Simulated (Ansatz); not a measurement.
Mg$_{3}$ZnO$_{4}$ in space group Cmmm (No. 65; Pearson symbol oS16), plane-wave PAW PBEsol (Ansatz code), all energies at zero smearing, with the estimated change up to a 700 eV cutoff added, with one set of potentials and settings (totals compare only within such a set). Cell of 8 atoms (3 Mg, 1 Zn, 4 O): -11269.585 eV.

```json
[
 {"element": "Mg", "reference phase": "P6_3/mmc, 2 atoms in the cell", "E (eV/atom)": "-1912.0511"},
 {"element": "Zn", "reference phase": "P6_3/mmc, 2 atoms in the cell", "E (eV/atom)": "-3280.9077"},
 {"element": "O", "reference phase": "C2/m, 4 atoms in the cell, spin-polarised", "E (eV/atom)": "-558.3554"}
]
```

Formation energy per atom, worked out: (-11269.585 − 3×(-1912.0511) − 1×(-3280.9077) − 4×(-558.3554))/8 = -2.388 eV/atom (-230 kJ per mol of atoms), at 0 K, without zero-point energy or fitted corrections.

The first step of the workflow began from a Materials Project structure, measured or hypothetical; the Crystallography Open Database copy checked does not list it. With Mg and Zn taken as one species the cell has the higher symmetry Fm-3m, so it may be an ordered model of a mixed-site phase. Its standing as an ambient phase is unchecked. Symmetry was held in the PBEsol relaxation; of distortions, only those at the zone centre were tested. The references are the lowest solids computed at this level, not always the standard phases (solids in place of the gases).

Potentials: the later of the program's two PAW sets.
